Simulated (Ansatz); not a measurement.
A distorted cell of HfO₂ (fluorite):

```xyz
6
Lattice="0.0000 5.0981 5.0981 2.5491 2.5491 5.0981 2.5491 2.5491 0.0000" Properties=species:S:1:pos:R:3 pbc="T T T"
Hf     0.0001     0.0000     0.0000
Hf     2.5490     5.0981     2.5491
O      1.2745     1.1812     1.2745
O      1.2745     3.9169     3.8236
O      3.8236     3.7303     3.8236
O      3.8236     6.4660     6.3727
```

All values below come from PBE (plane waves to 420 eV, PAW, scalar-relativistic; Ansatz, a quantum-chemistry and plane-wave program). k mesh 11×11×11 (Γ-centred), Fermi-Dirac smearing 0.05 eV. Compression counts positive. HfO2 is run without spin polarisation. HfO2 was relaxed with its symmetry unable to fall. Spin-orbit coupling is left out, though Hf is heavy. The PAW data are Ansatz's earlier set. This is a high-temperature form of HfO2.

Problem. Predict the force on every atom, in eV/Å.

Solution. 
```json
[
 {"atom": "Hf1", "Fx": "-0.052", "Fy": "0.000", "Fz": "0.000"},
 {"atom": "Hf2", "Fx": "0.052", "Fy": "0.000", "Fz": "0.000"},
 {"atom": "O3", "Fx": "0.000", "Fy": "1.706", "Fz": "0.000"},
 {"atom": "O4", "Fx": "0.000", "Fy": "-1.706", "Fz": "0.000"},
 {"atom": "O5", "Fx": "0.000", "Fy": "1.706", "Fz": "0.000"},
 {"atom": "O6", "Fx": "0.000", "Fy": "-1.706", "Fz": "0.000"}
]
```

Problem. What is the stress tensor (GPa)?

Solution. 
```
    0.0      0.0      0.0
    0.0      3.9      0.0
    0.0      0.0      1.0
```
The pressure, a third of the trace, is 1.6 GPa.

(A displaced cell: forces are minus the slopes of the energy, force constants its curvatures, and phonons follow from these.)
